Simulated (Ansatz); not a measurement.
Consider the following.

TiAu:
```xyz
2
Lattice="3.2415 0.0000 0.0000 0.0000 3.2415 0.0000 0.0000 0.0000 3.2415" Properties=species:S:1:pos:R:3 pbc="T T T"
Au     0.0000     0.0000     0.0000
Ti     1.6208     1.6208     1.6208
```

This is the r²SCAN-relaxed structure.

Q: All from DFT-r²SCAN in the program Ansatz with PAW potentials, unless another level is named. Estimate the formation energy from the elements (no fitted shifts).

A: -0.31 eV/atom.

Q: Next, the density of states at the Fermi level?

A: 2.0 states/eV per atom (mean over ±0.08 eV).

Q: Give the gap with spin–orbit coupling.

A: none (metallic).

Space group Pm-3m (CsCl type). The workflow started from an entry of the Crystallography Open Database (COD). Its standing as an ambient phase is unchecked. Symmetry was held in the r²SCAN relaxation; whether a distortion lowers the energy is not shown. No spin polarisation was allowed. The references are the lowest solids computed at this level, not always the standard phases. Scalar-relativistic: spin–orbit coupling is off unless named, which matters more the heavier the elements.

Potentials: the later of the program's two PAW sets.
